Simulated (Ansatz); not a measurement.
## Relaxing a structure of Lu

The start is a generated trial cell of Lu in the AFLOW prototype A_hR12_166_2h (as in B). Cell shape, volume and atoms are optimised at zero target pressure with r2SCAN (plane waves to 500 eV, PAW, scalar-relativistic; Ansatz, an electronic-structure program). The first steps use a coarse 4×4×4 k-mesh.

Input geometry:
```
Lu
1.0
    3.91999     2.26321     6.69071
   -3.91999     2.26321     6.69071
    0.00000    -4.52641     6.69071
Lu
12
Direct
  0.01040   0.65729   0.01040
  0.01040   0.01040   0.65729
  0.65729   0.01040   0.01040
  0.98960   0.34271   0.98960
  0.98960   0.98960   0.34271
  0.34271   0.98960   0.98960
  0.22060   0.63230   0.22060
  0.22060   0.22060   0.63230
  0.63230   0.22060   0.22060
  0.77940   0.36770   0.77940
  0.77940   0.77940   0.36770
  0.36770   0.77940   0.77940
```

```json
{
 "outcome": "The space group stays R-3m (No. 166) (the run could not lower it), with 12 atoms in the primitive cell",
 "volume_change": "+21.7 %, from 29.68 to 36.12 Å³/atom",
 "Shortest distances (start → end)": "The closest pairs of elements (up to four, under 3.6 Å), start → end: Lu–Lu 2.73 → 2.92 Å",
 "band_gap_at_the_end": "no gap (metallic)",
 "optimiser_moves": "12"
}
```

Final structure:

```cif
data_Lu36
_chemical_formula_sum 'Lu36'
_space_group_name_H-M_alt 'R-3m :H'
_space_group_IT_number 166
_space_group_name_Hall '-R 3 2"'
_cell_length_a 7.53726
_cell_length_b 7.53726
_cell_length_c 26.42885
_cell_angle_alpha 90.000
_cell_angle_beta 90.000
_cell_angle_gamma 120.000
loop_
_atom_site_label
_atom_site_type_symbol
_atom_site_symmetry_multiplicity
_atom_site_Wyckoff_symbol
_atom_site_fract_x
_atom_site_fract_y
_atom_site_fract_z
_atom_site_occupancy
Lu1 Lu 18 h 0.35136 0.17568 0.10321 1
Lu2 Lu 18 h 0.19735 0.39471 0.02585 1
```
(The calculation used a cell of 12 atoms; values per cell refer to that cell.)

Final values are on a 6×6×6 k-mesh of the relaxed cell. The start holds a very short contact (Lu–Lu 2.73 Å). No spin polarisation in the result.

The run could not lose the symmetry of its start, so the end can be a saddle point.

The relaxed structure here is a generated cell of Lu: the first start was made by placing the elements on the sites of a structure type, and the end was not matched to a known phase here, so it may be hypothetical. Known forms of Lu include space group No. 194.
